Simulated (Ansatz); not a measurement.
According to DFT-PBE in the program Ansatz with PAW potentials, AlGa3N4 in the trigonal phase (P3m1; Pearson symbol hP8) relaxes to a = 3.195 Å, c = 10.388 Å. Ga on 1c has 4 nearest neighbours from 1.96 Å (tetrahedral); N on 1c has 4 nearest neighbours from 1.96 Å (tetrahedral); Ga on 1a has 4 nearest neighbours from 1.96 Å (tetrahedral); N on 1a has 4 nearest neighbours from 1.96 Å (tetrahedral). Its formation energy from the elements is -0.66 eV/atom, with no fitted shifts.

The Kohn–Sham gap is 2.14 eV (direct). The valence maximum lies at Γ and the conduction minimum at Γ. Gap from PBE with spin–orbit coupling: 2.13 eV. Electrons at the band edge weigh 0.19 mₑ (isotropic).

An equation-of-state fit gives a bulk modulus of 1770 kbar.

The start of the workflow was typed in or built on a structure type; neither database checked (COD, Materials Project) lists it. Its standing as an ambient phase is unchecked. The PBE relaxation kept the symmetry of its start; its stability against distortions is not shown here. The references are the lowest solids computed at this level, not always the standard phases (solids in place of the gases). Scalar-relativistic: spin–orbit coupling is off unless named, which matters more the heavier the elements.

Potentials: the earlier of the program's two PAW sets.
